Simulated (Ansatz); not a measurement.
LiBr (rock salt, Fm-3m), DFT-PBEsol in the program Ansatz with PAW potentials. The conduction-band minimum lies at Γ, with 1 equivalent valley. Second derivatives d²E/dk² of the lowest band at one valley (eV·Å²), along Cartesian directions:

```csv
direction,d²E/dk²
[100],22.50
[010],22.50
[001],22.50
[110],22.49
[101],22.49
[011],22.49
```

Question: Find the principal effective masses, the density-of-states mass and the conductivity mass.

Answer: Off-diagonal terms follow from H_xy = H[110] − (H_xx + H_yy)/2, and m*/mₑ = 7.620 eV·Å² over each eigenvalue: 0.34, 0.34, 0.34. One valley's DOS mass (m₁m₂m₃)^(1/3) = 0.34, conductivity mass 3/(Σ 1/mᵢ) = 0.34 mₑ.

Question: What effective density of states Nc follows at 300 K for parabolic valleys?

Answer: Nc = 2.509e19 × 1 × (0.34)^(3/2) ≈ 5.0e18 cm⁻³.

The PBEsol relaxation kept the symmetry of its start. Scalar-relativistic: spin–orbit coupling is off unless named, which matters more the heavier the elements.

Potentials: the later of the program's two PAW sets.

Edges and masses are those of Kohn–Sham bands, whose gap is no quasiparticle gap.
